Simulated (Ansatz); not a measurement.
Here is the system:

K₂HfF₆:
```
CELL_PARAMETERS angstrom
      0.00000     4.09824     4.09824
      4.09824     0.00000     4.09824
      4.09824     4.09824     0.00000
ATOMIC_POSITIONS crystal
  K  0.25000 0.25000 0.25000
  K  0.75000 0.75000 0.75000
  Hf 0.00000 0.00000 0.00000
  F  0.75917 0.24083 0.75917
  F  0.24083 0.75917 0.24083
  F  0.75917 0.24083 0.24083
  F  0.24083 0.75917 0.75917
  F  0.75917 0.75917 0.24083
  F  0.24083 0.24083 0.75917
```

This is the LDA-relaxed structure.

Problem. All from LDA (plane waves, PAW; program Ansatz), unless another level is named. Predict the band gap.

Solution. 7.29 eV (smallest direct gap 7.29 eV).

Problem. Next, the weight of the conduction-edge state by species (Voronoi cells)?

Solution. F 68 %, K 28 %, Hf 4 %.

Problem. Give the conduction-band minimum.

Solution. at Γ.

Space group Fm-3m. The workflow started from a Materials Project entry (that database holds measured and hypothetical structures alike); the Crystallography Open Database copy checked does not list it. Its standing as an ambient phase is unchecked. The cell was relaxed with LDA under the symmetry of its start. At this level the phase is dynamically unstable (imaginary phonons). The run is not spin-polarised. Scalar-relativistic: spin–orbit coupling is off unless named, which matters more the heavier the elements.

Potentials: the later of the program's two PAW sets.
